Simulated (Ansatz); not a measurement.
# Hf (hcp)

Method: LDA, scalar-relativistic; no spin polarisation; PAW, 420 eV, 16×16×8 k-mesh, Gaussian smearing of 0.05 eV; code Ansatz; PAW files: Ansatz's generated set soft_2.

```cif
data_structure
_symmetry_space_group_name_H-M 'P6_3/mmc'
_symmetry_Int_Tables_number 194
_cell_length_a 3.1203
_cell_length_b 3.1203
_cell_length_c 4.9361
_cell_angle_alpha 90.000
_cell_angle_beta 90.000
_cell_angle_gamma 120.000
_cell_volume 41.62
loop_
_atom_site_label
_atom_site_type_symbol
_atom_site_symmetry_multiplicity
_atom_site_Wyckoff_symbol
_atom_site_fract_x
_atom_site_fract_y
_atom_site_fract_z
_atom_site_occupancy
Hf1 Hf 2 d 0.33333 0.66667 0.75000 1
```

Q: Which orbitals carry the states at the Fermi level, and how many states are there?

A: Within 0.1 eV of it: Hf 5d 94 % (shares among the projected shells). The Fermi level sits on a steep edge: the density of states is 1.3, 1.4 and 1.8 states/eV per cell at −0.1, 0 and +0.1 eV.

Density of states (tetrahedra, averaged over 0.5 eV; states/eV per cell of 2 atoms; energy in eV from the Fermi level; projections on Löwdin-orthogonalised atomic orbitals, summed over sites):

```tsv
E	total	Hf 5d	Hf 6s	Hf 5p	Hf 5s
-6.60	0.16	0.00	0.14	0.00	0.01
-6.10	0.21	0.01	0.19	0.01	0.01
-5.60	0.28	0.03	0.23	0.01	0.01
-5.10	0.36	0.06	0.28	0.01	0.01
-4.60	0.49	0.14	0.33	0.02	0.01
-4.10	0.88	0.45	0.40	0.02	0.01
-3.60	1.41	0.97	0.40	0.02	0.02
-3.10	1.46	1.13	0.28	0.03	0.01
-2.60	1.74	1.51	0.18	0.03	0.01
-2.10	1.55	1.42	0.09	0.03	0.00
-1.60	1.82	1.69	0.07	0.03	0.00
-1.10	2.70	2.46	0.12	0.05	0.00
-0.60	1.98	1.78	0.10	0.03	0.00
-0.10	1.33	1.19	0.06	0.02	0.00
0.40	3.21	2.88	0.16	0.03	0.00
0.90	3.05	2.64	0.20	0.03	0.00
1.40	3.08	2.66	0.17	0.02	0.01
1.90	2.08	1.92	0.05	0.01	0.00
2.40	1.21	1.15	0.02	0.00	0.00
```

For elements this heavy, spin–orbit coupling would shift levels and gaps; it isn't included here. The relaxed cell is 7 % smaller in volume than the cell of this structure in the Crystallography Open Database (22.38 Å³/atom, 1963).
